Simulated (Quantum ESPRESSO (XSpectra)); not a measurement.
Al K-edge X-ray absorption spectrum (XANES) of TiAl (P4/mmm)

```cif
data_AlTi
_chemical_formula_sum 'Ti1 Al1'
_space_group_name_H-M_alt 'P 1'
_space_group_IT_number 1
_cell_length_a 2.81075
_cell_length_b 2.81075
_cell_length_c 4.06642
_cell_angle_alpha 90.000
_cell_angle_beta 90.000
_cell_angle_gamma 90.000
loop_
_space_group_symop_operation_xyz
  'x, y, z'
loop_
_atom_site_label
_atom_site_type_symbol
_atom_site_fract_x
_atom_site_fract_y
_atom_site_fract_z
_atom_site_occupancy
Ti1 Ti 0.50000 0.50000 0.50000 1
Al1 Al 0.00000 0.00000 0.00000 1
```

Geometry: Materials Project entry mp-1953 (a computed structure). No spin-polarised start was tried. The cell is the entry's, not relaxed again.

Absorber: atom 2, Al on Wyckoff site a (site symmetry 4/mmm), with 4 Al at 2.81 Å, 8 Ti at 2.84 Å.

Model: LDA, full core hole, dipole K-edge X-ray absorption, plane waves, Troullier-Martins potentials made with ld1.x and PseudoDojo potentials for the other elements (Perdew-Zunger form enforced), scalar-relativistic, no spin, constant broadening; program: Quantum ESPRESSO (XSpectra).

20-atom cell (absorber images 7.5 Å apart), 67 Ry, k meshes 4×4×4 (SCF) and 5×5×5 (spectrum), Lorentzian half width 0.7 eV. The ground-state test found no gap over 0.25 eV with this functional, so the cell is neutral with smeared occupations; energies count from the Fermi level. Field directions run: x; z, weighted by the site's symmetry in the crystal. Intensities are scaled to a mean of 1 over 0–35 eV.

(E (eV), intensity (scaled)): (-5.0, 0.04); (-4.5, 0.04); (-4.0, 0.05); (-3.5, 0.05); (-3.0, 0.06); (-2.5, 0.07); (-2.0, 0.08); (-1.5, 0.10); (-1.0, 0.13); (-0.5, 0.19); (0.0, 0.28); (0.5, 0.39); (1.0, 0.49); (1.5, 0.58); (2.0, 0.64); (2.5, 0.71); (3.0, 0.90); (3.5, 1.17); (4.0, 1.28); (4.5, 1.30); (5.0, 1.36); (5.5, 1.49); (6.0, 1.66); (6.5, 1.76); (7.0, 1.76); (7.5, 1.75); (8.0, 1.70); (8.5, 1.55); (9.0, 1.41); (9.5, 1.29); (10.0, 1.24); (10.5, 1.14); (11.0, 1.08); (11.5, 1.04); (12.0, 0.98); (12.5, 0.94); (13.0, 0.98); (13.5, 1.05); (14.0, 1.11); (14.5, 1.10); (15.0, 1.05); (15.5, 1.01); (16.0, 1.01); (16.5, 1.03); (17.0, 1.01); (17.5, 0.94); (18.0, 0.90); (18.5, 0.88); (19.0, 0.87); (19.5, 0.86); (20.0, 0.85); (20.5, 0.85); (21.0, 0.83); (21.5, 0.79); (22.0, 0.74); (22.5, 0.73); (23.0, 0.75); (23.5, 0.79); (24.0, 0.79); (24.5, 0.80); (25.0, 0.83); (25.5, 0.86); (26.0, 0.85); (26.5, 0.85); (27.0, 0.88); (27.5, 0.92); (28.0, 0.94); (28.5, 0.97); (29.0, 0.99); (29.5, 0.95); (30.0, 0.89); (30.5, 0.87); (31.0, 0.92); (31.5, 1.00); (32.0, 1.00); (32.5, 0.96); (33.0, 0.92); (33.5, 0.87); (34.0, 0.82); (34.5, 0.77)

The absolute edge energy is not computed.
